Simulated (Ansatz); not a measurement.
**Stiffness of Pd from strained cells**

```
CELL_PARAMETERS angstrom
0.00000 1.94490 1.94490
1.94490 0.00000 1.94490
1.94490 1.94490 0.00000
ATOMIC_POSITIONS crystal
Pd 0.00000 0.00000 0.00000
```

The cell comes from COD entry 9008478, which wasn't checked; take it as a given geometry.

Spin polarisation is left out, and whether a magnetic state lies lower isn't shown here.

Theory: DFT, LDA, all-electron LAPW, scalar-relativistic in Ansatz 0.2.0.

Settings: a Γ-centred 18×18×18 k mesh, Fermi–Dirac smearing of 0.05 eV, basis error target 0.25 meV/atom, no spin polarisation.

The unstrained cell is at -8.05 GPa. Large strains and very small stresses are left out. Each strain is applied once, with fractional coordinates held (clamped ions), and σ below is the change of stress, positive in tension. One finite strain gives stress–strain coefficients at this pressure with an error of the order of the strain times third-order constants, a few per cent for each per cent of strain. In a metal the k mesh adds noise of tens of per cent to soft shears.

(1) Estimate the stiffness probed by this change, and the stress that it gives: equal xy, yz and zx engineering shear strains of -1 %.

(2) Estimate the stiffness probed by this change, and the stress that it gives: equal xy, yz and zx engineering shear strains of +1 %.

## Answers

(1) σxy = -0.67 GPa and γxy = 2εxy = -0.0100, so C44 (clamped ions) = σxy/γxy = 67 GPa.

(2) σxy = 0.68 GPa and γxy = 2εxy = 0.0100, so C44 (clamped ions) = σxy/γxy = 68 GPa.
